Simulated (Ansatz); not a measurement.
Relaxed Tl (hcp, Mg type):

```xyz
4
Lattice="7.0414 0.0000 0.0000 -1.7604 3.0490 0.0000 0.0000 0.0000 5.6025" Properties=species:S:1:pos:R:3 pbc="T T T"
Tl     0.0000     2.0327     4.2019
Tl     3.5207     2.0327     4.2019
Tl     1.7604     1.0163     1.4006
Tl     5.2811     1.0163     1.4006
```

Scan: atom 1 (Tl, nearest neighbour Tl at 3.461 Å; its periodic images, 3.5 Å or more away, move with it) is displaced along Cartesian [110], direction (0.707, 0.707, 0.000) in Cartesian axes, by s. The other atoms stay.

Level of theory: r2SCAN (plane waves to 500 eV, PAW, scalar-relativistic; Ansatz, a quantum-chemistry and plane-wave program). k mesh 6×12×7 (Γ-centred), Fermi-Dirac smearing 0.05 eV. Energies are smeared free energies. Stress and pressure are positive under compression. With partly filled bands, energies and forces of such displacements shift with the k mesh and the smearing. Spin-orbit coupling is left out, though Tl is heavy. The PAW data are Ansatz's earlier set. Tl was relaxed with its symmetry unable to fall. ΔE is measured from the undisplaced structure.

| s (Å) | P (GPa) | ΔE (eV/cell) |
|---|---|---|
| -0.350 | 0.6 | 0.113 |
| -0.280 | 0.4 | 0.070 |
| -0.210 | 0.2 | [?] |
| -0.140 | 0.1 | 0.017 |
| -0.070 | 0.0 | 0.004 |
| 0.000 | 0.0 | 0.000 |
| 0.070 | 0.0 | 0.004 |
| 0.140 | 0.1 | 0.016 |
| 0.210 | 0.2 | [?] |
| 0.280 | 0.4 | 0.066 |
| 0.350 | 0.6 | [?] |

Task: Complete the blanks.

Result: 
- -0.210, ΔE (eV/cell): 0.039
- 0.210, ΔE (eV/cell): 0.037
- 0.350, ΔE (eV/cell): 0.104

(A displaced cell: forces are minus the slopes of the energy, force constants its curvatures, and phonons follow from these.)
